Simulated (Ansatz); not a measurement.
W2N3 (P6_3/mmc), work and stress of cleavage

Theory: DFT PBEsol, scalar-relativistic, plane waves, PAW in Ansatz. The runs took a 420 eV cutoff, a Γ-centred 15×15×3 mesh and Gaussian smearing (0.15 eV). Spin–orbit coupling is left out, which can shift energies with elements as heavy as these. No spin polarisation. Energies are free energies at this smearing, counted from the undisturbed cell; pressure is positive in compression.

Reference structure (relaxed at this level; it needn't be the usual structure):

```xyz
10
Lattice="-1.4423 -2.4982 0.0000 1.4423 -2.4982 0.0000 0.0000 0.0000 15.8944" Properties=species:S:1:pos:R:3 pbc="T T T"
W     0.0000   -1.6655    7.2218
W     0.0000   -3.3309    2.1766
W     0.0000   -3.3309   15.1690
W     0.0000   -1.6655   10.1238
N     0.0000   -1.6655    3.2875
N     0.0000   -3.3309    6.1109
N     0.0000   -3.3309   11.2347
N     0.0000   -1.6655   14.0581
N     0.0000   -1.6655    0.7256
N     0.0000   -3.3309    8.6728
```

The cell holds layers and no dispersion correction was added, so their binding is poorly described.

The cut lies on the cell's a–b face, a (0 0 1) plane (indices in the standard cell, whose axes needn't be the Cartesian ones shown) of area 7.21 Å², between layers 1.45 Å apart. Vector c is lengthened by d along the normal with the atoms' Cartesian places fixed: one unrelaxed cut a cell. The traction is positive where the two halves pull on each other.

```csv
d (Å),energy (J/m²),traction (GPa)
-0.30,2.28,-172.0
-0.15,0.49,-70.6
0.00,0.00,-0.1
0.25,0.90,62.1
0.50,2.74,79.8
0.75,4.70,75.2
1.00,6.42,60.3
1.50,8.50,27.2
2.00,9.48,13.4
3.00,10.14,2.7
4.50,10.31,0.5
6.00,10.36,0.2
```

What are the work of separation and the cleavage stress, and do they fit the universal binding curve?

The energy levels off near W ≈ 10.36 J/m² (the traction is down to 0.2 GPa), the energy of the two unrelaxed faces, 5.18 J/m² each on average. The largest sampled traction is 79.8 GPa at d = 0.50 Å, and a parabola through it and its two neighbours peaks at σ_max ≈ 80.7 GPa, d ≈ 0.57 Å. The curve E = W[1 − (1 + d/ℓ)exp(−d/ℓ)] peaks in traction at d = ℓ with σ_max = W/(eℓ); with 1 J/m² per Å = 10 GPa this W and σ_max give ℓ = 0.47 Å. A parabola through that curve at the same three d peaks at 0.52 Å, against 0.57 Å here, a fair fit. Real crystals break at far lower stress, because cracks concentrate it, and on the plane of lowest W, which needn't be this one.

The cut is rigid; relaxing the faces lowers these energies and usually the stresses.

In a metal these slopes depend on the k mesh and the smearing.